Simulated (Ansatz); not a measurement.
Ansatz (a quantum-chemistry and plane-wave program) input:

Ansatz 0.2 input:
```yaml
crystal:
  lattice:
    - [1.9847153542, -5.7580008846, 0.0]
    - [1.9847153542, 5.7580008846, 0.0]
    - [0.0, 0.0, 4.1321150206]
  atoms:
    - { symbol: La, position: [0.8616869508, 0.1383130492, 0.75] }
    - { symbol: La, position: [0.1383130492, 0.8616869508, 0.25] }
    - { symbol: Rh, position: [0.588198251, 0.411801749, 0.75] }
    - { symbol: Rh, position: [0.411801749, 0.588198251, 0.25] }
kpoints:
  mp_grid: { grid: [11, 11, 10] }
hamiltonian:
  xc: r2scan
  pseudopotentials: { kind: paw }
scf:
  occupations: { method: gaussian, width: 0.1 }
checkpoint: { read: metal.run }
output: { write_density: true, elf: true, volumetric_format: npy }
basis: { fft_grid_basis: typed }
```

Output (shortened):

```
Pseudopotential: La, paw, valence charge 11
Pseudopotential: Rh, paw, valence charge 17
Functional definition: r2SCAN
Crystal: 4 atoms, lattice volume = 94.444 Å³
Basis set: ecut = 500 eV, 2409 PW (Γ), exchange–correlation on 180×180×128 points (64 copies of the dense FFT grid, shifted against one another)
Bands: 34, of which v1, the nominal top of the filled ones, is band 28 counted from 1 (27 counted from 0)
Symmetry: 8 space group operations
Space group: Cmcm (ITA 63), of the structure as read, at distance tolerance 4.6e-5 Å
k-points: 216 of 1210
Stability of the state it starts from, as read at its close in the unpolarized treatment …
iter 1 solved again at ethr=1.18e-6 eV; its pass at ethr=3.10e-3 eV (dr2=6.62e-4 eV) is discarded
SCF iter   1: F=—  HF=-25362.976641 eV  |F-HF|=—  |Δ(HF+E_count)|=         —  Δρ=4.66e-6  dr2=3.18e-9  dr2_τ=4.80e-9  ethr=1.18e-6  ⟨swp⟩=3.1  Hψ=46419  notcnv=0
preconditioner: auto → Kerker (q_TF=auto, 2.501 Å⁻¹)
SCF iter   2: F=—  HF=-25362.976642 eV  |F-HF|=—  |Δ(HF+E_count)|=   2.05e-7  Δρ=2.24e-6  dr2=8.55e-10  dr2_τ=3.09e-9  ethr=5.68e-12  ⟨swp⟩=10.3  Hψ=35137  notcnv=0
SCF iter   3: F=-25362.976642 eV  HF=-25362.976642 eV  |F-HF|=3.27e-11  |Δ(HF+E_count)|=  3.64e-12  Δρ=1.53e-6  dr2=3.24e-10  dr2_τ=5.42e-10  ethr=1.53e-12  ⟨swp⟩=1.0  Hψ=15598  notcnv=0
SCF 1 converged in 3 iterations: F = -25362.976642 eV  dr2 = 3.24e-10
SCF converged after 3 iterations
Free energy (F): -25362.976642 eV
Harris-Foulkes:  -25362.976642 eV  (|F-HF|=3.27e-11)
Internal energy: -25362.969921 eV  (E = F + TS)
E sigma→0 (E₀):  -25362.973281 eV
Entropy (-TS):   -0.006720 eV (-1.680 meV/atom)
Fermi energy:    14.889994 eV
--- Per-component energies (eV) ---
  E_band       = -427.975229
  E_kinetic    = 1540.217956
  E_local      = -5412.342581  (includes V_loc(G=0)·N_el)
  E_nonlocal   = 907.857135
  E_hartree    = 2055.573364
  E_xc         = -699.185850
  E_vxc        = -952.161042  (∫ρ·V_xc dr)
  E_paw        = -18088.551390  (= ΣΔE_a)
  E_vpaw       = -682.688220  (= ΣTr[D̂ρ^β])
  E_aug_tail   = 0.001254  (compensation charges beyond the density's cutoff)
  E_vtau       = 59.993513  (kinetic-family band-sum trace: ∫τ·v_τ [+ j·A + Jᵃ·Aᵃ] dr)
  E_ewald      = -5665.936915
  E_core_change = -0.602894  (= ΣΔE_core)
  E_smearing   = -0.006720  (= −TS)
  E_closure    =  0.000000  (closes the sum)
  Σ components = -25362.976642   (vs F -25362.976642, Δ=0.00e0)
  [band-id]    e_kinetic+e_local+e_nonlocal+2·e_hartree+e_vxc+e_vpaw+e_augmentation_tail+e_vtau = -427.975255   (vs E_band -427.975229, Δ=-2.68e-5)
--- Band table (eV; the first three rows and the last of 216) ---
  k-point 0: bands = ["-64.9007", "-64.8847", "-32.1100", "-32.0674", "-32.0571", "-32.0474", "-32.0188", "-31.9692", "-18.2974", "-18.1284", "-2.1536", "-1.7060", "-1.4781", "-1.2973", "-1.2957", "-1.1872", "10.4849", "11.0991", "11.4627", "11.8146", …
  k-point 1: bands = ["-64.9003", "-64.8851", "-32.1103", "-32.0669", "-32.0618", "-32.0478", "-32.0145", "-31.9693", "-18.2899", "-18.1291", "-2.1284", "-1.7417", "-1.4784", "-1.3534", "-1.3066", "-1.2066", "10.6345", "11.2046", "11.5668", "11.6676", …
  k-point 2: bands = ["-64.8991", "-64.8862", "-32.1106", "-32.0721", "-32.0653", "-32.0491", "-32.0056", "-31.9697", "-18.2693", "-18.1322", "-2.0558", "-1.8297", "-1.5032", "-1.4778", "-1.3322", "-1.2658", "11.0369", "11.4780", "11.5987", "11.8600", …
  k-point 215: bands = ["-64.8926", "-64.8926", "-32.1027", "-32.1027", "-32.0568", "-32.0568", "-31.9790", "-31.9790", "-18.1755", "-18.1755", "-2.2620", "-2.2620", "-1.4342", "-1.4342", "-1.3305", "-1.3305", "12.3399", "12.3399", "12.4773", "12.4773", …
```

Cost: around 40 core-seconds (rough) on shared cores.

The workflow started from a Materials Project entry (that database holds measured and hypothetical structures alike); the Crystallography Open Database copy checked does not list it. Its standing as an ambient phase is unchecked. Symmetry was held in the r²SCAN relaxation; its stability against distortions is not shown here. The run is not spin-polarised. Spin–orbit coupling is left out wherever it is not named.

Potentials: the later of the program's two PAW sets.

Ansatz is a plane-wave DFT program.
